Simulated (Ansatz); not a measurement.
The elements of this relaxed trial crystal are hidden behind letters.

```
lattice vectors (Å)
  -3.2131    3.2131    3.2131
   3.2131   -3.2131    3.2131
   3.2131    3.2131   -3.2131
fractional positions
X 0.5000 0.5000 0.5000
X 0.5000 0.0000 0.0000
X 0.0000 0.0000 0.5000
X 0.0000 0.5000 0.0000
Z 0.0000 0.0000 0.0000
```

Computed with Ansatz, DFT PBE, scalar-relativistic, plane waves, PAW. Plane waves to 420 eV, an 8×8×8 mesh through Γ for the 5-atom cell and 0.10 eV Gaussian smearing; no spin polarisation.

```
Space group                              : Im-3m (No. 229)
Conventional cell                        : a = 6.426 Å
Volume per atom                          : 26.54 Å³
Density                                  : 6.03 g/cm³
Formation energy                         : +0.18 eV/atom
Gap on the 8×8×8 mesh of the 5-atom cell : 0 eV (a metal)
```

Energies are uncorrected and count from the elements' standard states at the same level.

Task: X is a d-block element of period 5 and Z is a p-block element of period 3. Which elements are they?

Result: X = Cd, Z = S, so the formula is Cd4S. Density times volume gives a mean mass of 6.03 × 26.54/1.6605 = 96.4 u per atom, and this set has 96.3 u. Around Cd lie 2 S at 2.78 Å and 6 Cd at 3.21 Å; S is surrounded by 8 Cd at 2.78 Å. Other sets within the hints have nearly the same mass, so mass alone doesn't settle it; this one was computed.

Symmetry constrained the relaxation, so the result can be a saddle point. Another cell of Cd4S relaxed alike, in P4/mmm, lies 60 meV/atom lower, so this cell isn't the stable form at this level.
